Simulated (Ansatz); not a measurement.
# Formation energy of BiIr in the zincblende structure

Method: r²SCAN, scalar-relativistic; no spin polarisation; PAW, 500 eV, 10×10×10 k-mesh, Gaussian smearing of 0.05 eV; code Ansatz. The datasets are Ansatz's generated set soft_2.

The structure was built from a prototype; whether the compound forms in it isn't claimed.

It takes space group F-43m (No. 216, cubic). The conventional cell has a = 6.076 Å, b = 6.076 Å, c = 6.076 Å, α = 90.00°, β = 90.00°, γ = 90.00°. Ir (site symmetry -43m) is surrounded by 4 Bi at 2.63 Å. Bi (site symmetry -43m) is surrounded by 4 Ir at 2.63 Å. (Neighbours are counted to 15 % beyond the shortest distance.)

The elements were computed in their standard states with the same datasets, cutoff and functional. Total energies depend on the potentials used, so only differences within one code and one set of settings carry meaning.

Energy of the relaxed cell (2 atoms, smearing extrapolated to zero): -24358.484 eV. Elements, in eV/atom: Ir -11948.725, Bi -12411.057.

**Question.** What is the formation energy?

**Answer.** [-24358.484 − (1 × -11948.725 + 1 × -12411.057)] / 2 = 0.65 eV/atom, or 63 kJ per mole of atoms.

The value is for 0 K, without zero-point energy. A positive value means that this structure is unstable even against the elements at this level.

Scalar-relativistic only: spin–orbit splittings of the heavy atoms' levels are missing.
